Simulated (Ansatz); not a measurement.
**All-electron card of SnO**

```xyz
4
Lattice="3.8020 0.0000 0.0000 0.0000 3.8020 0.0000 0.0000 0.0000 4.8360" Properties=species:S:1:pos:R:3 pbc="T T T"
Sn    0.0000    1.9010    1.1534
Sn    1.9010    0.0000    3.6826
O     0.0000    0.0000    0.0000
O     1.9010    1.9010    0.0000
```

Atoms are numbered in the order listed.

The cell comes from COD entry 9008956, which wasn't checked; take it as a given geometry.

Spin–orbit coupling is left out, though it moves levels of the heavy atoms by tenths of an eV or more.

Methods: DFT, LDA, all-electron LAPW, scalar-relativistic (Ansatz 0.2.0); DFT, LDA, PAW with Ansatz's default frozen-core files, scalar-relativistic (Ansatz 0.2.0).

For LAPW: a Γ-centred 6×6×5 k mesh, Fermi–Dirac smearing of 0.02 eV, basis error target 0.5 meV/atom, no spin polarisation. PAW takes a cutoff of 420 eV at this cell (files made with PBE, cores remade for this functional). The Ansatz runs share mesh, smearing and spin set-up. Values come from LAPW unless marked.

```json
{
  "Bader charges (from the PAW run)": "Sn1 +1.24, O3 -1.24 e",
  "Smallest direct gap on the path": "1.99 eV",
  "Pressure at this cell": "-2.85 GPa",
  "Löwdin charges (with 0.13 e of the cell spilling out of the atomic basis, so their sizes and signs hang on that basis)": "Sn1 0.76, O3 -0.70 e",
  "Band gap": "0.09 eV, indirect from the line M (0.5, 0.5, 0)–Γ to M (0.5, 0.5, 0) (so small a gap may close at points that the mesh and path miss)",
  "Volume per atom": "17.48 Å³"
}
```

Question: Give the computed value. Largest force.

Answer: 0.259 eV/Å on Sn1.

Question: Stress xx, yy, zz (compression positive): what does the calculation give?

Answer: -2.90, -2.90, -2.75 GPa.
